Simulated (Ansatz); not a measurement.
Pb:
```yaml
crystal:
  lattice:
    - [0.00000, 2.49778, 2.49778]
    - [2.49778, 0.00000, 2.49778]
    - [2.49778, 2.49778, 0.00000]
  atoms:
    - { symbol: Pb, position: [0.00000, 0.00000, 0.00000] }
```

Relaxed with r²SCAN. Special points in fractions of this cell's reciprocal vectors: Γ (0.000, 0.000, 0.000); X (0.500, 0.000, 0.500); U (0.625, 0.250, 0.625); K (0.375, 0.375, 0.750); L (0.500, 0.500, 0.500); W (0.500, 0.250, 0.750).

### Question
List the band energies nearest the Fermi level at these points for r²SCAN in the plane-wave PAW code Ansatz.

### Answer
In eV from the Fermi level; about four levels below and three above (degenerate sets whole), none deeper than 8.9 eV; … stands for higher levels left out; points with the same levels are listed once.

```tsv
k	below	above
Γ	–	7.47 7.47 7.47
X	-7.03 -3.38	2.05 2.05 …
U	-7.12 -2.37 -1.23	2.99 …
L	-8.47 -4.28	5.61 5.61 …
W	-6.93 -1.44 -1.44	0.35 …
```

Space group Fm-3m (fcc (Cu type)). Symmetry was held in the r²SCAN relaxation. Spin–orbit coupling is left out wherever it is not named.

Potentials: the later of the program's two PAW sets.
